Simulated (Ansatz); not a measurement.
Relaxed AlFe (CsCl type):

```xyz
2
Lattice="2.8454 0.0000 0.0000 0.0000 2.8454 0.0000 0.0000 0.0000 2.8454" Properties=species:S:1:pos:R:3 pbc="T T T"
Al     0.0000     0.0000     0.0000
Fe     1.4227     1.4227     1.4227
```

In each cell atom 2 (Fe, nearest neighbour Al at 2.464 Å; its periodic images, 2.8 Å or more away, move with it) moves by s·(0.000, 0.000, 1.000) (along Cartesian z), the rest being held.

Method: PBEsol (plane waves to 420 eV, PAW, scalar-relativistic; Ansatz, a quantum-chemistry and plane-wave program). k mesh 13×13×13 (Γ-centred), Fermi-Dirac smearing 0.05 eV. E stands for the smeared free energy. With partly filled bands, energies and forces of such displacements shift with the k mesh and the smearing. AlFe was relaxed with its symmetry unable to fall. Relaxed AlFe ends ferromagnetic. Other magnetic orders were not checked, so this need not be the ground state. The zero of ΔE is the undisplaced structure. The last digit holds for this mesh only.

```json
[
 {"s (Å)": "-0.490", "ΔE (meV/cell)": "withheld"},
 {"s (Å)": "-0.392", "ΔE (meV/cell)": "640.8"},
 {"s (Å)": "-0.294", "ΔE (meV/cell)": "365.6"},
 {"s (Å)": "-0.196", "ΔE (meV/cell)": "164.1"},
 {"s (Å)": "-0.098", "ΔE (meV/cell)": "41.2"},
 {"s (Å)": "0.000", "ΔE (meV/cell)": "0.0"},
 {"s (Å)": "0.098", "ΔE (meV/cell)": "41.2"},
 {"s (Å)": "0.196", "ΔE (meV/cell)": "164.1"},
 {"s (Å)": "0.294", "ΔE (meV/cell)": "365.6"},
 {"s (Å)": "0.392", "ΔE (meV/cell)": "640.8"},
 {"s (Å)": "0.490", "ΔE (meV/cell)": "withheld"}
]
```

### Question
Fit an even polynomial form (powers 2, 4) to the given rows and predict ΔE at s = 0.490.

### Answer
Least squares on the 9 given rows: ΔE = (4306)·s² + (-882.0)·s⁴, in meV/cell with s in Å; root-mean-square residual 0.04 meV/cell. At 0.490 the fit gives 983.0 meV/cell; the calculation gives 982.1 meV/cell, so the extrapolation is off by 0.9 (+0.1 %). The quadratic term alone would give 1033.9 meV/cell.

(A displaced cell: forces are minus the slopes of the energy, force constants its curvatures, and phonons follow from these.)
